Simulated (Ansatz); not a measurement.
Consider a crystal of Si3Sn in space group Im-3m (No. 229), with Si on 6b; Sn on 2a.

These are results of Ansatz 0.2.0, DFT PBE, scalar-relativistic, plane waves, PAW, not measurements. Cutoff 420 eV, Γ-centred mesh, Gaussian smearing, no spin polarisation.

The zero of energy is the elements' standard structures at the same level; no fitted shifts are applied. The references include grey tin.

Q: Give the relaxed lattice parameters and positions.

A:

Space group Im-3m (No. 229). a = 5.391 Å, b = 5.391 Å, c = 5.391 Å, α = 90.00°, β = 90.00°, γ = 90.00°
```json
{"atom": "Si", "site": "6b", "symmetry": "4/mm.m", "x": "0.5000", "y": "0.0000", "z": "0.0000"}
{"atom": "Sn", "site": "2a", "symmetry": "m-3m", "x": "0.0000", "y": "0.0000", "z": "0.0000"}
```

Around Si lie 2 Sn at 2.70 Å and 4 Si at 2.70 Å; around Sn lie 6 Si at 2.70 Å.

Q: Where does its energy lie, and is it a metal?

A: The energy over the elements is +0.46 eV/atom. The gap on the 12×12×12 mesh of the 4-atom cell is 0 eV (a metal). A positive value: parting into the elements would lower its energy.

The last run used Gaussian smearing of 0.10 eV. A later test with randomly moved atoms ended 3 meV/atom lower, in Cccm at a loose tolerance, which is no clear verdict on its stability.
